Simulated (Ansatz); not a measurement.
Ga2O3 (corundum)

Space group R-3c, hexagonal axes (No. 167); a = b = 5.058 Å, c = 13.623 Å, α = β = 90.00°, γ = 120.00°

| atom | site | symmetry | x | y | z |
|---|---|---|---|---|---|
| Ga | 12c | 3. | 0.0000 | 0.0000 | 0.1442 |
| O | 18e | .2 | 0.3031 | 0.3031 | 0.7500 |
(The calculation used a cell of 10 atoms; values per cell refer to that cell.)

This relaxed cell (volume V₀) is scaled evenly in all directions, its shape held. The atoms relax within the cell's symmetry.

All values below come from PBE (plane waves to 420 eV, PAW, scalar-relativistic; Ansatz, a program for electronic structure). k mesh 8×8×8 (Γ-centred), Fermi-Dirac smearing 0.05 eV. The energy includes the smearing's −TS. Compression counts positive. Ga2O3 was relaxed with its symmetry unable to fall. The zero of ΔE is the relaxed starting cell.

Task: Give the computed ΔE (kJ/mol of atoms) and P (GPa) at V/V₀ = 0.920, 0.940, 0.960, 1.040, 1.060.

Result: 
| V/V₀ | ΔE (kJ/mol of atoms) | P (GPa) |
|---|---|---|
| 0.920 | 4.53 | 20.2 |
| 0.940 | 2.45 | 14.3 |
| 0.960 | 1.05 | 9.0 |
| 1.040 | 0.90 | -7.2 |
| 1.060 | 1.96 | -10.2 |

(A scan under strain: stresses follow from slopes of the energy per volume, elastic moduli from its curvatures.)
